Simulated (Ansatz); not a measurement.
## Does relaxation matter for the field gradients of HfO2 with nitrogen replacing O?

Start: a supercell of HfO2 (fluorite type, Fm-3m) built from a Materials Project structure (computed, not necessarily an observed phase), with all atoms left at the host's positions.

```cif
data_Hf8NO15
_symmetry_space_group_name_H-M 'F-43m'
_symmetry_Int_Tables_number 216
_cell_length_a 10.0643
_cell_length_b 10.0643
_cell_length_c 10.0643
_cell_angle_alpha 90.000
_cell_angle_beta 90.000
_cell_angle_gamma 90.000
loop_
_atom_site_label
_atom_site_type_symbol
_atom_site_symmetry_multiplicity
_atom_site_Wyckoff_symbol
_atom_site_fract_x
_atom_site_fract_y
_atom_site_fract_z
Hf1 Hf 16 e 0.3750 0.1250 0.3750
Hf4 Hf 16 e 0.8750 0.8750 0.6250
N N 4 d 0.7500 0.7500 0.7500
O10 O 24 f 0.0000 0.7500 0.0000
O16 O 4 c 0.2500 0.2500 0.2500
O17 O 4 a 0.5000 0.0000 0.5000
O18 O 24 g 0.7500 0.0000 0.7500
O24 O 4 b 0.0000 0.5000 0.0000
```

One atom of each set is listed; the run and its k-mesh use a cell of 24 atoms with edges of 7.12, 7.12, 7.12 Å.

The numbers come from a DFT calculation in Ansatz (PBE, plane waves and PAW, scalar-relativistic, 420 eV cutoff, Γ-centred 3×3×3 k-points, Fermi–Dirac smearing 0.01 eV, cell charge -1).

The largest force at the start is 2.1 eV/Å. Relaxing the ions at fixed cell moves them by 0.050 Å at most (atom 18, O) and 0.032 Å rms. End positions:

Hf1 (0.3748, 0.1252, 0.3748)
Hf4 (0.8723, 0.8723, 0.6277)
N (0.7500, 0.7500, 0.7500)
O10 (0.0000, 0.7512, 0.0000)
O16 (0.2500, 0.2500, 0.2500)
O17 (0.5000, 0.0000, 0.5000)
O18 (0.7500, 0.0050, 0.7500)
O24 (0.0000, 0.5000, 0.0000)

```json
{"site": "Hf1", "moved (Å)": "0.004", "first shell before": "8 O at 2.18 Å", "first shell after": "8 O at 2.15–2.18 Å", "V_zz before (10²¹ V/m²)": "1.40", "η before": "0.00"}
{"site": "Hf4", "moved (Å)": "0.047", "first shell before": "1 N at 2.18 Å, 7 O at 2.18 Å", "first shell after": "1 N at 2.13 Å, 7 O at 2.19–2.23 Å", "V_zz before (10²¹ V/m²)": "-12.21", "η before": "0.00"}
{"site": "N", "moved (Å)": "0.000", "first shell before": "4 Hf at 2.18 Å", "first shell after": "4 Hf at 2.13 Å", "V_zz before (10²¹ V/m²)": "0.00", "η before": "–"}
{"site": "O10", "moved (Å)": "0.012", "first shell before": "4 Hf at 2.18 Å", "first shell after": "4 Hf at 2.17–2.20 Å", "V_zz before (10²¹ V/m²)": "0.20", "η before": "0.87"}
{"site": "O18", "moved (Å)": "0.050", "first shell before": "4 Hf at 2.18 Å", "first shell after": "4 Hf at 2.15–2.19 Å", "V_zz before (10²¹ V/m²)": "-0.66", "η before": "0.29"}
```

(1) What are V_zz and η after the relaxation?

## Answers

(1) 

```tsv
site	V_zz after	η after	change of V_zz
Hf1	1.77	0.00	+0.37
Hf4	-13.67	0.00	-1.46
N	0.00	–	0.00
O10	0.66	0.19	–
O18	-0.37	0.93	+0.29
```

The largest change of V_zz along a kept axis is on Hf4, from -12.21 to -13.67. In per cent, |V_zz| changes by +12 to +27 on Hf, -43 on O (all sites that start above 0.5). Where |V_zz| stays above 0.1 and the axes keep their order, η moves most on O18, from 0.29 to 0.93. On O10 the largest principal value lies along another axis in the second run, so the two V_zz can't be compared directly. Other sites without a gradient aren't listed.

The defect repeats with the cell of 24 atoms, so it feels its images: sites between two images don't show the values beside a lone defect, and zeros or small values of η there can come from the images' arrangement. This high-symmetry form of HfO2 is unstable when cold, to shifts of the oxygen columns, towards the tetragonal form. The symmetry of the cell holds that distortion back, wholly or in part, and it would change the field gradients, the more the larger the distortion. A uniform background compensates the cell's charge. Without spin–orbit coupling the gradients at and beside Hf can be off by some per cent, at some sites by more. The cell keeps the host's lattice, where the PBE pressure is 9 GPa (in a charged cell this depends on the convention for the mean potential).
Before: The neighbours have not yet relaxed around the defect (largest force 2.1 eV/Å), so a real crystal will differ.
After: The relaxation keeps the site symmetry -43m of the start, so the impurity can't leave its site; a start off the site could end lower.
